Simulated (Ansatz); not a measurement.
# Notes on Ca₂Au₂Br

```xyz
10
Lattice="7.9541 0.0000 0.0000 0.0000 7.9541 0.0000 0.0000 0.0000 3.7855" Properties=species:S:1:pos:R:3 pbc="T T T"
Ca    1.3785    5.3555    1.8927
Ca    2.5986    1.3785    1.8927
Ca    6.5757    2.5986    1.8927
Ca    5.3555    6.5757    1.8927
Au    4.9542    0.9771    0.0000
Au    6.9771    4.9542    0.0000
Au    3.0000    6.9771    0.0000
Au    0.9771    3.0000    0.0000
Br    0.0000    0.0000    0.0000
Br    3.9771    3.9771    0.0000
```

Single point in Ansatz 0.2.0 with LDA, no spin polarisation. Cutoff 420 eV, PAW datasets, 5×5×9 Γ-centred k mesh, fermi-dirac filling (width 0.1 eV).

Q: What is the formation energy?

A: -0.89 eV an atom against the elements' usual phases (free molecules for gases, crystals otherwise, with no correction for O₂ or N₂), so it is bound against them; other compounds may still compete. Relaxing would lower it.

Q: What do density and ELF say about some of the short contacts?

A: Au–Au at 2.76 Å: least valence density 0.36 e/Å³ and ELF 0.23 there. Ca–Au at 2.97 Å: least valence density 0.17 e/Å³ and ELF 0.13 there. Au–Br at 3.16 Å: least valence density 0.17 e/Å³ and ELF 0.14 there. Both are smooth PAW fields, read partly inside the augmentation spheres.

Q: Where is the largest force?

A: The largest is on Au6 (and as large on other atoms): 0.21 eV/Å, components (0.15, -0.15, 0.00). It makes 0° with the line to a nearest neighbour, Au8 at 2.76 Å, pointing towards it.

Q: How is the charge shared?

A: Bader charges in e: Ca +1.36, Au -1.04, Br -0.64. In the mean Ca gives up most and Au takes most.

Q: Is the cell too large or too small?

A: The pressure is -1.1 GPa (compression positive), so with the atoms held at these fractions the cell would first shrink. The principal stresses -2.8, -0.2, -0.2 GPa differ, so its shape would change too.

Q: What happens at the Fermi level?

A: It is a metal, with about 4.1 states/eV a cell as the mean within 0.25 eV of the Fermi level.

Origin: a known structure type with other elements, at an estimated volume, so it need not be a known compound. Caveats: many states at the Fermi level without spin polarisation, so a magnetic state may lie lower.
